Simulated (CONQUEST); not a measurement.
CONQUEST run on ZnS (P1, 8 atoms in the cell; from Materials Project mp-10695, changed as shown): relaxation of the atoms.

Method: CONQUEST with PBE, numerical atomic orbitals double-zeta with polarisation (the shipped basis), PseudoDojo norm-conserving potentials made for PBE.

The change in words: atoms moved at random; AtomMove.TypeOfRun: static → cg; AtomMove.NumSteps: default → 40; AtomMove.MaxForceTol: default → 5.83e-04 Ha/bohr; AtomMove.ReuseDM: default → true. Reference geometry (F-43m):
```
CELL_PARAMETERS angstrom
      5.38737     0.00000     0.00000
      0.00000     5.38737     0.00000
      0.00000     0.00000     5.38737
ATOMIC_POSITIONS crystal
  Zn 0.00000 0.00000 0.00000
  Zn 0.00000 0.50000 0.50000
  Zn 0.50000 0.00000 0.50000
  Zn 0.50000 0.50000 0.00000
  S  0.25000 0.25000 0.75000
  S  0.25000 0.75000 0.25000
  S  0.75000 0.25000 0.25000
  S  0.75000 0.75000 0.75000
```

Reference input (self-consistent single point, DFT, PBE, numerical atomic orbitals double-zeta with polarisation (the shipped basis), PseudoDojo norm-conserving potentials made for PBE): basis = DZP; Diag.MPMeshX, Y, Z = 5 5 5; potentials = PseudoDojo norm-conserving PBE; Grid.GridCutoff = 140 Ha; DM.SolutionMethod = diagon; Diag.MPShiftX = 0.10000000; Diag.MPShiftY = 0.10000000; Diag.MPShiftZ = 0.10000000; Diag.kT = 0.0001 Ha; minE.SCTolerance = 1.0e-07; SC.MaxIters = 100; SC.LinearMixingFactor = 0.3. This run's input differs from it in these lines:

```diff
@@ -6,4 +6,3 @@
 IO.WriteOutToFile              F
-IO.Iprint                      1
-General.DistanceUnits          A
+IO.Iprint                      2
 
@@ -29,16 +28,19 @@
 SC.LinearMixingFactor          0.3
-AtomMove.TypeOfRun             static
+AtomMove.TypeOfRun             cg
+AtomMove.NumSteps              40
+AtomMove.MaxForceTol           5.83e-04
+AtomMove.ReuseDM               T
 # file: input.coords
-     5.387370000      0.000000000      0.000000000
-     0.000000000      5.387370000      0.000000000
-     0.000000000      0.000000000      5.387370000
+    10.180653832      0.000000000      0.000000000
+     0.000000000     10.180653832      0.000000000
+     0.000000000      0.000000000     10.180653832
 8
-    0.000000000     0.000000000     0.000000000  1 T T T
-    0.000000000     0.500000000     0.500000000  1 T T T
-    0.500000000     0.000000000     0.500000000  1 T T T
-    0.500000000     0.500000000     0.000000000  1 T T T
-    0.250000000     0.250000000     0.750000000  2 T T T
-    0.250000000     0.750000000     0.250000000  2 T T T
-    0.750000000     0.250000000     0.250000000  2 T T T
-    0.750000000     0.750000000     0.750000000  2 T T T
+    0.000420000     0.993521000     0.997108000  1 T T T
+    0.998330000     0.496218000     0.497741000  1 T T T
+    0.505591000     0.001217000     0.497390000  1 T T T
+    0.498633000     0.495384000     0.001339000  1 T T T
+    0.251058000     0.250004000     0.753051000  2 T T T
+    0.246712000     0.756154000     0.245440000  2 T T T
+    0.753560000     0.254147000     0.253405000  2 T T T
+    0.745696000     0.753354000     0.754526000  2 T T T
```

Output (repeated stretches shortened):

```
      PulayMixSC: Starting Pulay mixing, A_up =  0.300 A_dn =  0.300
      PulayMixSC: Spin non-polarised calculation.
          Harris-Foulkes Energy            :      -880.526889264389411 Ha
      PulayMixSC: Pulay iteration     1 residual:              0.15666E-02
          Harris-Foulkes Energy            :      -880.459731887796693 Ha
      PulayMixSC: Pulay iteration     2 residual:              0.69562E-03
          Harris-Foulkes Energy            :      -880.452793559674774 Ha
      PulayMixSC: Pulay iteration     3 residual:              0.39714E-03
          Harris-Foulkes Energy            :      -880.452665854489396 Ha
   [... lines left out ...]
          Harris-Foulkes Energy            :      -880.452644351567642 Ha
      PulayMixSC: Pulay iteration     6 residual:              0.21452E-05
          Harris-Foulkes Energy            :      -880.452644306783327 Ha
      PulayMixSC: Pulay iteration     7 residual:              0.10244E-05
          Harris-Foulkes Energy            :      -880.452644292669447 Ha
      PulayMixSC: Pulay iteration     8 residual:              0.11523E-06
          Harris-Foulkes Energy            :      -880.452644292584409 Ha
      PulayMixSC: Pulay iteration     9 residual:              0.37898E-07
      PulayMixSC: Reached SCF tolerance of  0.37898E-07 after      9 iterations
      | Number of electrons      =       104.000071
      |* Harris-Foulkes energy   =      -880.452644292584409 Ha
      |* DFT total energy        =      -880.452644292553714 Ha

      force: Forces on atoms (Ha/a0)
      force:  Atom   X              Y              Z
      force:     1  -0.0022699354   0.0074676001  -0.0003275421
      force:     2   0.0043061541   0.0077316899   0.0057650753
      force:     3  -0.0045334412   0.0003654579   0.0006073998
      force:     4  -0.0005338989   0.0035329080   0.0020321947
      force:     5  -0.0016713442  -0.0011333514  -0.0046540462
      force:     6   0.0052573604  -0.0068010167   0.0080998295
      force:     7  -0.0020656967  -0.0053088455  -0.0068525505
   [... lines left out ...]
      force: Maximum force :        0.00809983(Ha/a0) on atom         6 in z direction
      force: Total stress:         -4.91259118    -4.86387798    -4.89514429 GPa
      force: Average pressure:      4.89053782 GPa
          Harris-Foulkes Energy            :      -880.452992712014520 Ha
          Harris-Foulkes Energy            :      -880.452991809650598 Ha
          Harris-Foulkes Energy            :      -880.452991678210537 Ha
          Harris-Foulkes Energy            :      -880.452991667735091 Ha
          Harris-Foulkes Energy            :      -880.452991665583795 Ha
      |* Harris-Foulkes energy   =      -880.452991665583795 Ha
      |* DFT total energy        =      -880.452991665533091 Ha
   [... lines left out ...]
            8    7.6065    7.6195    7.6394        2

    GeomOpt - Iter:    2 MaxF:   0.00016407 Ha/a0 E:    -880.45439480 Ha dE:    -0.00002820 Ha

    Force Residual:              0.00014959 Ha/a0
    Maximum force:               0.00016407 Ha/a0
    Force tolerance:             0.00058300 Ha/a0
    Energy change:              -0.00002820 Ha

    GeomOpt converged in    2 iterations
    cg_run: maximum force below threshold:      0.00016 Ha/a0
```

The run converged. CONQUEST prints the stress tensor with tension positive. 

Summary of the result:
Free energy E − TS: -23958.3846 eV
Pressure: 4.74 GPa
Largest force (vector length): 0.011 eV/Å
Relaxation steps: 2

The program uses no crystal symmetry, so grid and mesh can part values that symmetry would make equal. The atom-centred basis is finite, which shifts total energies, pressures and forces against plane waves. The structure comes from a collection of computed structures, made at another level of theory; the collection holds predicted forms beside known ones.

Cost on one core: about 8 core-minutes (a rough figure).
